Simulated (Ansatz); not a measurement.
La₂Os: rattling a relaxed structure

It was reached by relaxing an invented guess, and it needn't be the stable form of this composition.

Method: Ansatz, DFT PBE, scalar-relativistic, plane waves, PAW. Plane waves to 420 eV, a k mesh through Γ of 12×12×8 on the computed 3-atom cell and Gaussian smearing (0.10 eV); no spin polarisation.

The cell below (3 atoms, space group P-3m1 (No. 164)) is relaxed within its symmetry.

```xyz
3
Lattice="4.2561 0.0000 0.0000 -2.1280 3.6859 0.0000 0.0000 0.0000 6.5150" Properties=species:S:1:pos:R:3 pbc="T T T"
La    0.0000    2.4573    1.4599
La    2.1280    1.2286    5.0551
Os    0.0000    0.0000    0.0000
```

For the test a repeat of it with 6 atoms (edges 4.26, 6.52, 7.37 Å) was strained at random (σ = 1.5 % a component), the atoms were moved at random (σ = 0.10 Å), and all was relaxed again on a coarse 6×4×4 mesh (in the run’s order of axes) with 0.20 eV smearing, with no symmetry imposed.

Spin–orbit coupling, which can matter for Os, is left out.

**Question.** Is the structure stable against such a distortion?

**Answer.** It returns, within 1 meV/atom of the unmoved cell on that mesh and with the same symmetry when read at 0.1 Å (C2/m at 0.01 Å, so small strains and shifts remain). No instability shows in this cell; modes of other wave vectors, which need another repeat, aren't tested.
